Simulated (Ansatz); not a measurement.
An Ansatz (a first-principles code) run. Input:

Ansatz 0.2 input:
```yaml
crystal:
  lattice:
    - [3.6152134284, 0.0, 0.0]
    - [-1.8076067142, 3.1308666691, 0.0]
    - [0.0, 0.0, 5.9641217591]
  atoms:
    - { symbol: Be, position: [0.3333333333, 0.6666666667, 0.9993641607] }
    - { symbol: Se, position: [0.6666666667, 0.3333333333, 0.1256358393] }
    - { symbol: Be, position: [0.6666666667, 0.3333333333, 0.4993641607] }
    - { symbol: Se, position: [0.3333333333, 0.6666666667, 0.6256358393] }
kpoints:
  mp_grid: { grid: [9, 9, 5] }
hamiltonian:
  xc: pbesol
  pseudopotentials: { kind: paw }
scf:
  occupations: { method: fixed }
phonons:
  method: dfpt
  response_accuracy: low
  eigenvectors: true
  rigid_motions: translations
  dielectric: true
```

Output (shortened):

```
zone centre: on kpoints.mp_grid the ground state, and the responses unless they are solved on pairs of k-points, stand on 115 of the mesh's 405 k-points, …
Pseudopotentials: kind: paw
Pseudopotential: Be, paw, valence charge 2
Pseudopotential: Se, paw, valence charge 16
Functional definition: PBEsol
Crystal: 4 atoms, lattice volume = 67.506 Å³
Basis set: ecut = 420 eV, 1303 PW (Γ), exchange–correlation on 50×50×80 points (8 copies of the dense FFT grid, shifted against one another)
Bands: 22, of which v1, the nominal top of the filled ones, is band 18 counted from 1 (17 counted from 0)
Symmetry: 12 space group operations
k-points: 115 of 405 (irreducible under 2 space group operations, time reversal used)
PAW frozen core: Be, regenerated for the run's functional, and the local potential with it
PAW frozen core: Se, regenerated for the run's functional, and the local potential with it
Initial wavefunctions: pseudopotential atomic-orbital guess
Eigensolver: davidson
Functional: x = pbesol(κ = 0.804, μ = 0.12345679012345678), c = pbesol(β = 0.046)
SCF iter   1: F=—  HF=-11032.304465 eV  |F-HF|=—  |Δ(HF+E_count)|=         —  Δρ=2.02e-3  dr2=3.92e-3  ethr=1.77e-3  ⟨swp⟩=5.3  Hψ=10559  notcnv=0  defer=187
all-band conjugate gradients solve this SCF's bands
preconditioner: auto → Resta (q_TF=auto, 2.457 Å⁻¹)
SCF iter   2: F=—  HF=-11032.303249 eV  |F-HF|=—  |Δ(HF+E_count)|=   1.22e-3  Δρ=1.16e-3  dr2=1.32e-3  ethr=1.09e-5  ⟨swp⟩=3.0  Hψ=5756  notcnv=0  defer=228
SCF iter   3: F=—  HF=-11032.303078 eV  |F-HF|=—  |Δ(HF+E_count)|=   1.71e-4  Δρ=3.52e-4  dr2=1.43e-4  ethr=3.66e-6  ⟨swp⟩=2.2  Hψ=2946  notcnv=0  defer=228
SCF iter   4: F=—  HF=-11032.303090 eV  |F-HF|=—  |Δ(HF+E_count)|=   1.18e-5  Δρ=7.55e-5  dr2=2.94e-6  ethr=3.97e-7  ⟨swp⟩=2.0  Hψ=3450  notcnv=0  defer=45
SCF iter   5: F=—  HF=-11032.303095 eV  |F-HF|=—  |Δ(HF+E_count)|=   5.18e-6  Δρ=1.40e-5  dr2=1.52e-7  ethr=8.15e-9  ⟨swp⟩=2.0  Hψ=3395  notcnv=0
SCF iter   6: F=—  HF=-11032.303095 eV  |F-HF|=—  |Δ(HF+E_count)|=   7.80e-8  Δρ=4.03e-6  dr2=1.17e-8  ethr=4.24e-10  ⟨swp⟩=2.0  Hψ=4600  notcnv=0
SCF iter   7: F=—  HF=-11032.303095 eV  |F-HF|=—  |Δ(HF+E_count)|=   1.99e-8  Δρ=1.26e-6  dr2=1.23e-9  ethr=3.25e-11  ⟨swp⟩=2.0  Hψ=4600  notcnv=0
SCF iter   8: F=-11032.303095 eV  HF=-11032.303095 eV  |F-HF|=2.36e-11  |Δ(HF+E_count)|=   1.29e-9  Δρ=2.22e-7  dr2=3.74e-11  ethr=1.00e-12  ⟨swp⟩=5.6  Hψ=15723  notcnv=0
SCF 1 converged in 8 iterations: F = -11032.303095 eV  dr2 = 3.74e-11
NSCF: frozen V_eff on 6 k-points
DFPT response loops at Γ: preconditioner auto → Resta (q_TF=auto, 2.457 Å⁻¹)  ε∞=4.4 (no band partly filled) …
── the response to a field inside a basis, on 10×10×6 k-points: an SCF that follows is theirs, and a resumed run solves both again ──
Crystal: 4 atoms, lattice volume = 67.506 Å³
Bands: 19, of which v1, the nominal top of the filled ones, is band 18 counted from 1 (17 counted from 0)
k-points: 90 of 600 (irreducible under 4 space group operations, time reversal used)
Initial density: handed on by an earlier stage of this run
Initial wavefunctions: pseudopotential atomic-orbital guess (no wavefunctions were taken with the density)
Eigensolver: Dense (90 Hₖ)
SCF iter   1: F=—  HF=-11032.297345 eV  |F-HF|=—  |Δ(HF+E_count)|=         —  Δρ=8.43e-5  dr2=1.26e-6  ethr=1.00e-1
all-band conjugate gradients don't solve this SCF's bands (scf.eigensolver.kind)
preconditioner: auto → Resta (q_TF=auto, 2.457 Å⁻¹)
SCF iter   2: F=—  HF=-11032.297346 eV  |F-HF|=—  |Δ(HF+E_count)|=   5.58e-7  Δρ=4.90e-5  dr2=5.70e-7  ethr=3.51e-9
SCF iter   3: F=—  HF=-11032.297346 eV  |F-HF|=—  |Δ(HF+E_count)|=   6.29e-7  Δρ=1.87e-5  dr2=1.05e-7  ethr=1.58e-9
SCF iter   4: F=-11032.297346 eV  HF=-11032.297346 eV  |F-HF|=5.44e-9  |Δ(HF+E_count)|=   1.00e-7  Δρ=2.57e-6  dr2=5.24e-9  ethr=2.90e-10
SCF 1 converged in 4 iterations: F = -11032.297346 eV  dr2 = 5.24e-9
DFPT response loops at Γ: preconditioner auto → Resta (q_TF=auto, 2.457 Å⁻¹)  ε∞=4.3 (no band partly filled) …
WARN: field response: ε∞ stands inside a basis, on 10×10×6 points …
SCF converged after 8 iterations
Free energy (F): -11032.303095 eV
Harris-Foulkes:  -11032.303095 eV  (|F-HF|=2.36e-11)
Internal energy: -11032.303095 eV  (E = F + TS)
E sigma→0 (E₀):  -11032.303095 eV
Fermi energy:    7.096547 eV
--- Per-component energies (eV) ---
  E_band       = -767.983289
  E_kinetic    = 278.852337
  E_local      = -5037.129467  (includes V_loc(G=0)·N_el)
  E_nonlocal   = -1177.810855
  E_hartree    = 2485.843926
  E_xc         = -246.360198
  E_vxc        = -238.558798  (∫ρ·V_xc dr)
  E_paw        = -3849.091855  (= ΣΔE_a)
  E_vpaw       = 434.976876  (= ΣTr[D̂ρ^β])
  E_aug_tail   = -0.001103  (compensation charges beyond the density's cutoff)
  E_ewald      = -3488.641844
  E_core_change = 2.035964  (= ΣΔE_core)
  E_smearing   =  0.000000  (= −TS)
  E_closure    =  0.000000  (closes the sum)
  Σ components = -11032.303095   (vs F -11032.303095, Δ=0.00e0)
  [band-id]    e_kinetic+e_local+e_nonlocal+2·e_hartree+e_vxc+e_vpaw+e_augmentation_tail = -767.983157   (vs E_band -767.983289, Δ=1.32e-4)
--- Band table (eV; the first three rows and the last of 115) ---
  k-point 0: bands = ["-39.7457", "-39.7451", "-39.7429", "-39.7429", "-39.7423", "-39.7423", "-39.7368", "-39.7368", "-39.7364", "-39.7364", "-6.8914", "-5.5417", "1.1742", "5.8940", "5.8940", "6.9197", "7.0965", "7.0965", "11.0708", "11.3021", "11.8425", "11.8425"]
  k-point 1: bands = ["-39.7457", "-39.7452", "-39.7428", "-39.7428", "-39.7424", "-39.7424", "-39.7368", "-39.7368", "-39.7365", "-39.7365", "-6.7924", "-5.7155", "1.6039", "5.9882", "5.9882", "6.0021", "6.9537", "6.9537", "11.1381", "11.7634", "11.9879", "11.9879"]
  k-point 2: bands = ["-39.7455", "-39.7453", "-39.7427", "-39.7427", "-39.7425", "-39.7425", "-39.7367", "-39.7367", "-39.7366", "-39.7366", "-6.5118", "-6.1090", "2.7478", "4.3279", "6.2510", "6.2510", "6.6155", "6.6155", "11.3310", "11.6069", "12.3930", "12.3930"]
  k-point 114: bands = ["-39.7449", "-39.7448", "-39.7425", "-39.7425", "-39.7423", "-39.7421", "-39.7366", "-39.7366", "-39.7361", "-39.7360", "-5.5414", "-5.3102", "2.1467", "2.3818", "3.8723", "4.2059", "4.7233", "5.4903", "11.4314", "12.0404", "13.3481", "13.5589"]
  band table: 22 of 22 bands, residual norms ≤ 1.0e-3 eV
--- Phonons (Γ-DFPT): 4 representative perturbations + reference, on 115 of 405 k-points (Σ response iterations 11) ---
  k mesh reduced under 2 symmetry operations, with k and −k counted as one. Each operation leaves every solved perturbation unchanged …
  ASR residual: 2.626e-4 → 0.000e0 eV/Å²; symmetrization residual: 1.366e-5 eV/Å²
  ASR residual per site (eV/Å²): 2.63e-4 5.77e-5 2.63e-4 5.77e-5
  Γ frequencies (cm⁻¹): 0.00 0.00 0.00 95.27 95.27 219.87 488.03 488.03 504.78 511.08 511.08 562.74
  ε∞ (high-frequency dielectric tensor):
        6.062690     0.000000     0.000000
        0.000000     6.062690     0.000000
        0.000000     0.000000     6.219536
  ε⁰ (static dielectric tensor: ions relaxed, cell fixed):
        7.521219     0.000000     0.000000
        0.000000     7.521219     0.000000
        0.000000     0.000000     7.949987
  ε⁰ − ε∞ (ionic part):
        1.458529     0.000000     0.000000
        0.000000     1.458529     0.000000
        0.000000     0.000000     1.730450
  softest optical mode at Γ: 95.27 cm⁻¹; the repairs (sum rule, projections) moved no ω² at Γ by more than (3.59 cm⁻¹)²
  Born effective charges Z* (e; rows j = field, columns β = displacement):
    site 0:
         1.45392    0.00000    0.00000
         0.00000    1.45392    0.00000
         0.00000    0.00000    1.56413
    site 1:
        -1.45392    0.00000    0.00000
         0.00000   -1.45392    0.00000
         0.00000    0.00000   -1.56413
    site 2:
         1.45392    0.00000    0.00000
         0.00000    1.45392    0.00000
         0.00000    0.00000    1.56413
    site 3:
        -1.45392    0.00000    0.00000
         0.00000   -1.45392    0.00000
         0.00000    0.00000   -1.56413
  Z* charge neutrality: 1.561e-3 e pre-enforcement
  solved inside a basis spanned on kpoints, on 10×10×6 k-points, its susceptibility summed on 16×16×8: ε∞ is read to err by 1.8e-2, Z* by 1.8e-2 e (field_mesh …
  optical modes at Γ without the LO–TO term, one row a degenerate level:
      ω (cm⁻¹)  modes    IR ((D/Å)²/amu)
         95.27      2             0.0000
        219.87      1             0.0000
        488.03      2             0.0000
        504.78      1            13.9554
        511.08      2            24.1161
        562.74      1             0.0000
  optical modes at Γ + LO–TO along q̂ = [1.0000, 0.0000, 0.0000]:
      ω (cm⁻¹)  modes    IR ((D/Å)²/amu)
         95.27      2             0.0000
        219.87      1             0.0000
        488.03      2             0.0000
        504.78      1            13.9554
        511.08      1            12.0580
        562.74      1             0.0000
        569.25      1            12.0580
  optical modes at Γ + LO–TO along q̂ = [0.0000, 1.0000, 0.0000]:
      ω (cm⁻¹)  modes    IR ((D/Å)²/amu)
         95.27      2             0.0000
        219.87      1             0.0000
        488.03      2             0.0000
        504.78      1            13.9554
        511.08      1            12.0580
        562.74      1             0.0000
        569.25      1            12.0580
  optical modes at Γ + LO–TO along q̂ = [0.0000, 0.0000, 1.0000]:
      ω (cm⁻¹)  modes    IR ((D/Å)²/amu)
         95.27      2             0.0000
        219.87      1             0.0000
        488.03      2             0.0000
        511.08      2            24.1161
        562.74      1             0.0000
        570.69      1            13.9554
```

Cost: roughly 2.0 core-minutes on shared cores.

Space group P6_3mc (wurtzite). The start of the workflow was typed in or built on a structure type; neither database checked (COD, Materials Project) lists it. COD files the formula under space group No. 216. Whether it is the stable phase at ambient conditions was not checked. Symmetry was held in the PBEsol relaxation; its stability against distortions is not shown here. Scalar-relativistic: spin–orbit coupling is off unless named, which matters more the heavier the elements.

Potentials: the later of the program's two PAW sets.

Ansatz is a plane-wave DFT program.
